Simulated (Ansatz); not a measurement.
SrVHO$_{2}$:
Space group P4/mmm (No. 123); a = 3.8458 Å, b = 3.8458 Å, c = 3.6316 Å, α = 90.00°, β = 90.00°, γ = 90.00°

```json
[
 {"atom": "Sr", "site": "1d", "symmetry": "4/mmm", "x": "0.5000", "y": "0.5000", "z": "0.5000"},
 {"atom": "V", "site": "1a", "symmetry": "4/mmm", "x": "0.0000", "y": "0.0000", "z": "0.0000"},
 {"atom": "O", "site": "2f", "symmetry": "mmm.", "x": "0.0000", "y": "0.5000", "z": "0.0000"},
 {"atom": "H", "site": "1b", "symmetry": "4/mmm", "x": "0.0000", "y": "0.0000", "z": "0.5000"}
]
```

Relaxed with PBEsol.

Question: Decompose the optical modes at the zone centre into irreducible representations, and say which are infrared and Raman allowed.

Answer: Point group 4/mmm: Γ_opt = 3A2u + B2u + 4Eu. Infrared: A2u, Eu. Raman: none.

Question: Assign frequencies (DFPT, DFT-PBEsol in the program Ansatz with PAW potentials).

Answer: A2u 171, Eu 181, B2u 361, Eu 396, A2u 435, Eu 565, Eu 698, A2u 1373 cm⁻¹.

Subscripts of B labels follow the axes of the standard setting.

The start of the workflow was typed in or built on a structure type; neither database checked (COD, Materials Project) lists it. Whether it is the stable phase at ambient conditions was not checked. The PBEsol relaxation kept the symmetry of its start; whether a distortion lowers the energy is not shown. The workflow began spin-polarised and lost its moments. No Hubbard U is applied. The compound may be a true metal, but semilocal functionals without U, or a wrong spin order, can also close a gap. As this level gives no gap, phonon frequencies hold no LO–TO term and depend on the k-mesh and smearing (Fermi–Dirac, 0.1 eV here).

Potentials: the earlier of the program's two PAW sets. The files were generated under PBE; for other functionals the program regenerates the frozen cores, and for LDA and PBEsol the local potential too.
